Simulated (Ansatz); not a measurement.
**Kick test of a cell of CaPtCl6**

The cell was found from a structure generator's guess, not taken from experiment.

All numbers below come from Ansatz 0.2.0, DFT PBE, scalar-relativistic, plane waves, PAW. Plane waves to 420 eV, a k mesh through Γ of 6×6×6 on the computed 8-atom cell and Gaussian smearing (0.02 eV); no spin polarisation.

The cell below (8 atoms, space group Fm-3m (No. 225)) is relaxed within its symmetry.

```
Ca Pt Cl
1.0
     0.00000    5.07905    5.07905
     5.07905    0.00000    5.07905
     5.07905    5.07905    0.00000
Ca Pt Cl
1 1 6
Direct
  0.50000 0.50000 0.50000
  0.00000 0.00000 0.00000
  0.76967 0.23033 0.23033
  0.23033 0.76967 0.76967
  0.23033 0.76967 0.23033
  0.76967 0.23033 0.76967
  0.23033 0.23033 0.76967
  0.76967 0.76967 0.23033
```

For the test it was strained at random (σ = 1.5 % a component), the atoms were moved at random (σ = 0.15 Å), and all was relaxed again on a coarse 2×2×2 mesh (in the run’s order of axes) with 0.10 eV smearing, with no symmetry imposed.

Spin–orbit coupling, which can matter for Pt, is left out.

Q: Is the structure stable against such a distortion?

A: It doesn't return. The energy falls by 131 meV/atom on that mesh, the volume changes by -21.8 %, and the end has space group R-3 (No. 148) at a loose tolerance. Relaxed again on a 6×6×6 mesh with 0.02 eV smearing, the new structure lies 128 meV/atom below the first (mesh in the axes of the run's cell; the cell below is made exact in the group named). Space group R-3 (No. 148), trigonal, a = 6.374 Å, c = 17.483 Å. Ca has 6 Cl at 2.81 Å; Pt is surrounded by 6 Cl at 2.35 Å; around Cl lie 1 Pt at 2.35 Å and 1 Ca at 2.81 Å.

```cif
data_structure
_symmetry_space_group_name_H-M 'R-3:H'
_symmetry_Int_Tables_number 148
_cell_length_a 6.3743
_cell_length_b 6.3743
_cell_length_c 17.4831
_cell_angle_alpha 90.000
_cell_angle_beta 90.000
_cell_angle_gamma 120.000
_cell_volume 615.20
loop_
_atom_site_label
_atom_site_type_symbol
_atom_site_symmetry_multiplicity
_atom_site_Wyckoff_symbol
_atom_site_fract_x
_atom_site_fract_y
_atom_site_fract_z
_atom_site_occupancy
Ca1 Ca 3 b 0.33333 0.66667 0.16667 1
Pt1 Pt 3 a 0.00000 0.00000 0.00000 1
Cl1 Cl 18 f 0.97761 0.28987 0.07731 1
```
